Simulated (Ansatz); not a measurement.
KZn₂BCl₂O₃:
```xyz
9
Lattice="2.4741 1.4284 8.7952 -2.4741 1.4284 8.7952 0.0000 -2.8568 8.7952" Properties=species:S:1:pos:R:3 pbc="T T T"
K      0.0000     0.0000    13.1928
Zn     0.0000     0.0000     8.0643
Zn     0.0000     0.0000    18.3212
B      0.0000     0.0000     0.0000
Cl     0.0000     0.0000     5.8109
Cl     0.0000     0.0000    20.5746
O      1.7877     0.2395     8.7952
O     -1.1013     1.4284     8.7952
O     -0.6864    -1.6679     8.7952
```

Relaxed with r²SCAN.

### Question
Map the electron localisation function on the plane through (0.500, 0.500, 0.500) spanned by u = [1, -1, 0] and v = [1, 1, 1] in lattice vectors, from plane-wave PAW r²SCAN (Ansatz code).

### Answer
x is the fraction of u, y of v (the angle between them is 90°; rows are the nearest grid lines); atoms in the plane: K at (0.00, 0.00), Zn at (0.00, 0.81), Zn at (0.00, 0.19), B at (0.00, 0.50), Cl at (0.00, 0.72), Cl at (0.00, 0.28), O at (0.28, 0.50).
```
y \ x   0.000  0.0800  0.200  0.280  0.360  0.440  0.560  0.640  0.720  0.800  0.920   1.00
------  -----  ------  -----  -----  -----  -----  -----  -----  -----  -----  -----  -----
1.00    0.495   0.813  0.753  0.066  0.009  0.013  0.013  0.009  0.065  0.753  0.813  0.495
0.925   0.001   0.002  0.020  0.125  0.307  0.437  0.464  0.363  0.163  0.023  0.002  0.001
0.850   0.108   0.091  0.668  0.832  0.811  0.816  0.313  0.040  0.030  0.053  0.085  0.108
0.775   0.144   0.149  0.093  0.042  0.050  0.079  0.012  0.011  0.054  0.119  0.153  0.144
0.700   0.803   0.865  0.832  0.509  0.031  0.007  0.007  0.031  0.510  0.832  0.865  0.803
0.625   0.002   0.003  0.028  0.141  0.272  0.352  0.353  0.274  0.142  0.029  0.003  0.002
0.550   0.083   0.108  0.247  0.242  0.124  0.056  0.043  0.024  0.014  0.023  0.071  0.083
0.450   0.083   0.108  0.247  0.242  0.124  0.056  0.043  0.024  0.014  0.023  0.071  0.083
0.375   0.002   0.003  0.028  0.141  0.272  0.352  0.353  0.274  0.142  0.029  0.003  0.002
0.300   0.803   0.865  0.832  0.509  0.031  0.007  0.007  0.031  0.510  0.832  0.865  0.803
0.225   0.144   0.149  0.093  0.042  0.050  0.079  0.012  0.011  0.054  0.119  0.153  0.144
0.150   0.108   0.091  0.668  0.832  0.811  0.816  0.313  0.040  0.030  0.053  0.085  0.108
0.0750  0.001   0.002  0.020  0.125  0.307  0.437  0.464  0.363  0.163  0.023  0.002  0.001
0.000   0.495   0.813  0.753  0.066  0.009  0.013  0.013  0.009  0.065  0.753  0.813  0.495
```

The density is the valence pseudo-density with augmentation charge, so density and ELF within about 1 Å of a nucleus are not all-electron values.

Space group R32. The workflow started from a Materials Project entry (that database holds measured and hypothetical structures alike); the Crystallography Open Database files this formula in space group No. 155, but the cells were not matched. Whether it is the stable phase at ambient conditions was not checked. The r²SCAN relaxation kept the symmetry of its start; its stability against distortions is not shown here.

Potentials: the later of the program's two PAW sets.
